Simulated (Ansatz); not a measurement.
Values for one crystal, relaxed and computed with r²SCAN (plane waves, PAW; program Ansatz); other levels are named.

| Item | Result |
|---|---|
| Volume per atom | 14.90 Å³ |
| Electronic character | metallic (no gap) |
| Elastic constants (relaxed ions, GPa) | C11 = 276, C12 = 85.0, C13 = 74.9, C33 = 280, C44 = 101 |
| Bulk modulus (Birch–Murnaghan fit) | 144 GPa |
| Density of states at the Fermi level | 0.43 states/eV per atom (mean over ±0.08 eV) |
| Pressure derivative B′ | 4.6 |
| Poisson's ratio | 0.22 |

Q: Pick the material that matches.
A. Y2C, anti-CdI2 type
B. TiC, rock salt
C. SiSnGeC, Pmm2 (C on 1a, Si on 1c, Ge on 1d, Sn on 1b)
D. Ti2SnC, P6_3/mmc (Ti on 4f, Sn on 2d, C on 2a)

A: D, Ti2SnC, P6_3/mmc (Ti on 4f, Sn on 2d, C on 2a)

The first step of the workflow began from a Materials Project structure, measured or hypothetical; the Crystallography Open Database copy checked does not list it. Its standing as an ambient phase is unchecked. Symmetry was held in the r²SCAN relaxation; its stability against distortions is not shown here. The run is not spin-polarised. As this level gives no gap, shear constants depend on the k-mesh and smearing (Fermi–Dirac, 0.1 eV here). Scalar-relativistic: spin–orbit coupling is off unless named, which matters more the heavier the elements.

Potentials: the earlier of the program's two PAW sets.
